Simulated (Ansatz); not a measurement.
Ti5Si3:
```cif
data_Si6Ti10
_chemical_formula_sum 'Ti10 Si6'
_space_group_name_H-M_alt 'P 1'
_space_group_IT_number 1
_cell_length_a 7.44610
_cell_length_b 7.44610
_cell_length_c 5.10886
_cell_angle_alpha 90.000
_cell_angle_beta 90.000
_cell_angle_gamma 120.000
loop_
_space_group_symop_operation_xyz
  'x, y, z'
loop_
_atom_site_label
_atom_site_type_symbol
_atom_site_fract_x
_atom_site_fract_y
_atom_site_fract_z
_atom_site_occupancy
Ti1 Ti 0.33333 0.66667 0.00000 1
Ti2 Ti 0.66667 0.33333 0.00000 1
Ti3 Ti 0.66667 0.33333 0.50000 1
Ti4 Ti 0.33333 0.66667 0.50000 1
Ti5 Ti 0.25053 0.00000 0.25000 1
Ti6 Ti 0.74947 0.00000 0.75000 1
Ti7 Ti 0.25053 0.25053 0.75000 1
Ti8 Ti 0.74947 0.74947 0.25000 1
Ti9 Ti 0.00000 0.25053 0.25000 1
Ti10 Ti 0.00000 0.74947 0.75000 1
Si1 Si 0.60809 0.00000 0.25000 1
Si2 Si 0.39191 0.00000 0.75000 1
Si3 Si 0.60809 0.60809 0.75000 1
Si4 Si 0.39191 0.39191 0.25000 1
Si5 Si 0.00000 0.60809 0.25000 1
Si6 Si 0.00000 0.39191 0.75000 1
```

Relaxed with r²SCAN.

Question: Tabulate the valence density and the electron localisation function along the shortest Ti–Ti contact (2.55 Å), the program Ansatz at the r²SCAN level (PAW).

Answer: 

| distance from Ti (Å) | density (e/Å³) | ELF |
|---|---|---|
| 0.26 | 9.24 | 0.18 |
| 0.38 | 7.61 | 0.47 |
| 0.51 | 5.32 | 0.64 |
| 0.64 | 3.08 | 0.66 |
| 0.77 | 1.50 | 0.53 |
| 0.89 | 0.72 | 0.34 |
| 1.02 | 0.44 | 0.22 |
| 1.15 | 0.34 | 0.21 |
| 1.28 | 0.31 | 0.23 |
| 1.40 | 0.34 | 0.21 |
| 1.53 | 0.44 | 0.22 |
| 1.66 | 0.72 | 0.34 |
| 1.79 | 1.50 | 0.53 |
| 1.92 | 3.08 | 0.66 |
| 2.04 | 5.32 | 0.64 |
| 2.17 | 7.61 | 0.47 |
| 2.30 | 9.24 | 0.18 |

The density is the valence pseudo-density with augmentation charge, so density and ELF within about 1 Å of a nucleus are not all-electron values.

Space group P6_3/mcm. The first step of the workflow began from a Materials Project structure, measured or hypothetical; the Crystallography Open Database files this formula in space group No. 193, but the cells were not matched. Its standing as an ambient phase is unchecked. The r²SCAN relaxation kept the symmetry of its start; its stability against distortions is not shown here. No spin polarisation was allowed.

Potentials: the later of the program's two PAW sets.
